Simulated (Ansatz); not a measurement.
LaC2 in space group Immm (No. 71; La on 2a, C on 4h), plane-wave PAW LDA (Ansatz code), all energies at zero smearing, with the estimated change up to a 700 eV cutoff added, with one set of potentials and settings (totals compare only within such a set). Cell of 3 atoms (1 La, 2 C): -6562.235 eV.

```
element                reference phase  E (eV/atom)
-------  -----------------------------  -----------
La       P6_3/mmc, 4 atoms in the cell   -6076.1507
C           Fd-3m, 2 atoms in the cell    -242.9976
```

Formation energy per atom, worked out: (-6562.235 − 1×(-6076.1507) − 2×(-242.9976))/3 = -0.030 eV/atom (-3 kJ per mol of atoms), at 0 K, without zero-point energy or fitted corrections.

The first step of the workflow began from a Materials Project structure, measured or hypothetical; the Crystallography Open Database copy checked does not list it. COD files the formula under space group No. 139. Its standing as an ambient phase is unchecked. The LDA relaxation kept the symmetry of its start; its stability against distortions is not shown here. The references are the lowest solids computed at this level, not always the standard phases. Scalar-relativistic: spin–orbit coupling is off unless named, which matters more the heavier the elements.

Potentials: the later of the program's two PAW sets.
